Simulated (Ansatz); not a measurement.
# Collinear states of CoO

Level of theory: Ansatz, DFT PBE+U, scalar-relativistic, plane waves, PAW.

```
Co O
1.0
     1.50547    0.86918    2.43993
    -1.50547    0.86918    2.43993
     0.00000   -1.73837    2.43993
Co O
1 1
Direct
  0.00000 0.00000 0.00000
  0.50000 0.50000 0.50000
```

```json
{
 "plane-wave cutoff": "420 eV",
 "Γ-centred k-mesh": "12×12×12",
 "occupation rule": "Gaussian smearing, 0.02 eV",
 "U_eff on Löwdin-orthogonalised atomic d orbitals": "Co 3.32 eV",
 "list of starting moments (μB, in atom order)": "3 1",
 "check for lower electronic states after the SCF": "asked for but not made"
}
```

All runs keep this geometry, which isn't relaxed for the lowest state (largest force there 0.000 eV/Å, pressure 7.8 GPa) and needn't be a stable compound; relaxing each order would shift the differences by some 50 meV/atom, going by the pressures and a bulk modulus of about 150 GPa. Signs run over the atoms with starting moments. A propagation vector, in units of the reciprocal vectors, doubles the cell, which takes an equally dense mesh. The large starts are 4.5 2.5 μB. The small starts are 0.5 0.5 μB. Site moments are spin moments in atom-centred spheres that scale with the neighbour distance. The states are those that the runs reached from these starts; a lower one can exist.

Question: Starts tried: no spin; ferromagnetic; large parallel starting moments; ferrimagnetic in the cell, signs +-; antiferromagnetic, doubled cell, propagation vector (0, 0, 1/2); antiferromagnetic, doubled cell, propagation vector (0, 1/2, 1/2); antiferromagnetic, doubled cell, propagation vector (1/2, 1/2, 1/2); small parallel starting moments. Which state comes out lowest, and what are the moments?

Answer: The lowest state is antiferromagnetic, reached from the start “antiferromagnetic, doubled cell, propagation vector (1/2, 1/2, 1/2)”, with site moments (μB) Co +2.52, Co -2.52. The next state lies only 0.53 meV/atom higher, which mesh, smearing and relaxation can turn, so the order isn't settled.

```tsv
start	ends	energy above lowest (meV/atom)	site moments (μB)	gap on mesh (eV)	P (GPa)
no spin	non-magnetic	798	none over 0.05	metal	-17.4
ferromagnetic	ferromagnetic	51.4	Co +2.60, O +0.23	1.20	10.5
large parallel starting moments	ferromagnetic	51.4	Co +2.60, O +0.23	1.20	10.5
ferrimagnetic in the cell, signs +-	ferromagnetic	51.4	Co +2.60, O +0.23	1.20	10.5
antiferromagnetic, doubled cell, propagation vector (0, 0, 1/2)	antiferromagnetic	0.53	Co +2.52, Co -2.52	2.34	7.8
antiferromagnetic, doubled cell, propagation vector (0, 1/2, 1/2)	antiferromagnetic	59.7	Co +2.59, O -0.08, Co -2.59, O +0.08	1.37	10.7
antiferromagnetic, doubled cell, propagation vector (1/2, 1/2, 1/2)	antiferromagnetic	0.00	Co +2.52, Co -2.52	2.36	7.8
small parallel starting moments	ferromagnetic	51.4	Co +2.60, O +0.23	1.20	10.5
```